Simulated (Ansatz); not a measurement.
## Relaxing a structure of Ir

The start is a relaxed Ir cell, doubled along one cell vector, shaken by Gaussian noise of σ = 0.08 Å a coordinate. The cell and all atomic positions are relaxed at zero pressure with r2SCAN (plane waves to 500 eV, PAW, scalar-relativistic; Ansatz, a program for electronic structure). The first steps use a coarse 14×7×7 k-mesh.

Input geometry:
```yaml
crystal:
  lattice:
    - [2.72769, 0.00000, 0.00000]
    - [-2.72769, 4.72450, 0.00000]
    - [0.00000, 0.00000, 4.43047]
  atoms:
    - { symbol: Ir, position: [0.31471, 0.33333, 0.23980] }
    - { symbol: Ir, position: [0.32591, 0.84525, 0.26542] }
    - { symbol: Ir, position: [0.68956, 0.17185, 0.71839] }
    - { symbol: Ir, position: [0.63885, 0.65582, 0.74177] }
```

```yaml
largest_initial_force: 2.37 eV/Å, on Ir3 (atoms numbered as listed)
energy_released: 0.08 eV/atom
relative_to_the_parent: It returns to the parent structure, P6₃/mmc (No. 194)
band_gap_at_the_end: no gap (metallic)
optimiser_moves: 8
```

Final values are on a 19×19×11 k-mesh of the relaxed cell. No spin polarisation in the result.

The relaxed structure here is a generated cell of Ir: the first start was made by placing the elements on the sites of a structure type, and the end was not matched to a known phase here, so it may be hypothetical. Known forms of Ir include space group No. 225.
